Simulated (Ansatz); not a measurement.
Ir (fcc (Cu type)), relaxed and computed with several functionals in Ansatz (plane waves, PAW).

| functional | a (Å) | B₀ by P(V) fit (GPa) |
|---|---|---|
| PBEsol | 3.830 | 387 |
| LDA | 3.811 | 405 |
| PBE | ___ | ___ |
| r²SCAN | 3.845 | 378 |

Fill in the missing entries.


- PBE, a (Å): 3.870
- PBE, B₀ by P(V) fit (GPa): 348

All cells were relaxed under the symmetry of their starts (and spin orders); stability against distortions was not tested throughout. Named crystals with no word on spin ran without spin polarisation. Spin–orbit coupling is left out wherever it is not named.

Potentials: the earlier of the program's two PAW sets. The files were generated under PBE; for other functionals the program regenerates the frozen cores, and for LDA and PBEsol the local potential too.

Ansatz (a quantum-chemistry and plane-wave program) is a plane-wave DFT program.
